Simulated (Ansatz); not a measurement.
The start is a relaxed TiB2 cell, doubled along one cell vector, shaken by Gaussian noise of σ = 0.08 Å a coordinate. Cell shape, volume and atoms are optimised at zero target pressure with PBE (plane waves to 420 eV, PAW, scalar-relativistic; Ansatz, an electronic-structure program). The first steps use a coarse 8×8×5 k-mesh.

Starting cell:
```
TiB2
1.0
   -1.55543     1.55543     5.27071
    1.55543    -1.55543     5.27071
    3.11087     3.11087   -10.54142
B Ti
8 4
Direct
  0.41794   0.45114   0.00399
  0.41764   0.45573   0.51036
  0.34772   0.84888   0.26097
  0.33548   0.85696   0.76196
  0.57059   0.59697   0.99852
  0.57186   0.57579   0.49158
  0.14295   0.61622   0.22241
  0.18824   0.64324   0.74889
  0.73140   0.25186   0.23790
  0.75504   0.27558   0.76821
  0.00264   0.99765   0.99282
  0.02797   0.02936   0.52394
```

Task: What pressure does the first self-consistent step give?

Result: +4 GPa (positive: the cell is compressed).

Task: By how much does the energy per atom fall from start to end?

Result: 0.10 eV/atom.

Task: Does it find its way back to the structure it was made from?

Result: It relaxes back to the parent, I4₁/amd (No. 141).

Task: How do the shortest distances between atoms change?

Result: The closest pairs of elements (up to four, under 3.6 Å), start → end: B–B 1.63 → 1.75 Å; B–Ti 2.15 → 2.35 Å; Ti–Ti 2.95 → 3.06 Å.

Task: What band gap does the relaxed structure have at this level?

Result: Zero (metallic).

Final values are on a 20×20×20 k-mesh of the relaxed cell. No spin polarisation in the result.

The relaxed structure here is a generated cell of TiB2: the first start was made by placing the elements on the sites of a structure type, and the end was not matched to a known phase here, so it may be hypothetical. Known forms of TiB2 include space group No. 191.
